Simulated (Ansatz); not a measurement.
MoTe$_{2}$ (2H-MoS2 type, space group P6_3/mmc)

```xyz
6
Lattice="3.5419 0.0000 0.0000 -1.7710 3.0674 0.0000 0.0000 0.0000 14.1820" Properties=species:S:1:pos:R:3 pbc="T T T"
Mo     0.0000     2.0449    10.6365
Mo     1.7710     1.0225     3.5455
Te     0.0000     2.0449     1.7511
Te     1.7710     1.0225     8.8421
Te     1.7710     1.0225    12.4309
Te     0.0000     2.0449     5.3399
```

In each cell atom 1 (Mo, nearest neighbour Te at 2.721 Å; its periodic images, 3.5 Å or more away, move with it) moves by s·(1.000, 0.000, 0.000) (along Cartesian x), the rest being held.

These are r2SCAN+rVV10 (plane waves to 500 eV, PAW, scalar-relativistic; Ansatz, a quantum-chemistry and plane-wave program) values and carry that method's errors. k mesh 9×9×2 (Γ-centred), Fermi-Dirac smearing 0.05 eV. The energy includes the smearing's −TS. As the smearing reaches across the gap at some points, energies and forces of such displacements shift with the k mesh and the smearing. MoTe2 is run without spin polarisation. MoTe2 was relaxed with its symmetry unable to fall. Spin-orbit coupling is left out, though Te is heavy. The PAW data are Ansatz's earlier set. The zero of ΔE is the undisplaced structure. The last digit holds for this mesh only.

```csv
s (Å),ΔE (meV/cell)
-0.540,1946.7
-0.432,1288.9
-0.324,742.9
-0.216,335.6
-0.108,withheld
0.000,0.0
0.108,withheld
0.216,335.6
0.324,742.9
0.432,1288.9
0.540,1946.7
```

Question: Fit an even polynomial form (powers 2, 4, 6) to the given rows and predict ΔE at s = 0.108.

Answer: Least squares on the 9 given rows: ΔE = (7284)·s² + (-1912)·s⁴ + (-593.4)·s⁶, in meV/cell with s in Å; root-mean-square residual 0.02 meV/cell. At 0.108 the fit gives 84.7 meV/cell; the calculation gives 84.7 meV/cell, the same to the digits shown. The quadratic term alone would give 85.0 meV/cell.

(For displaced atoms, the force is minus the slope of the energy, and its curvature is a force constant, which sets phonon frequencies.)
